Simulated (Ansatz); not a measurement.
KI:
```xyz
2
Lattice="0.0000 3.5032 3.5032 3.5032 0.0000 3.5032 3.5032 3.5032 0.0000" Properties=species:S:1:pos:R:3 pbc="T T T"
K      0.0000     0.0000     0.0000
I      3.5032     3.5032     3.5032
```

Relaxed with PBEsol.

Task: Decompose the optical modes at the zone centre into irreducible representations, and say which are infrared and Raman allowed.

Result: Point group m-3m: Γ_opt = T1u. Infrared: T1u. Raman: none.

Task: Assign frequencies (DFPT, DFT-PBEsol in the program Ansatz with PAW potentials; without the LO–TO term).

Result: T1u 99 cm⁻¹.

Space group Fm-3m (rock salt). Symmetry was held in the PBEsol relaxation; of distortions, only those at the zone centre were tested. Spin–orbit coupling is left out wherever it is not named.

Potentials: the later of the program's two PAW sets.
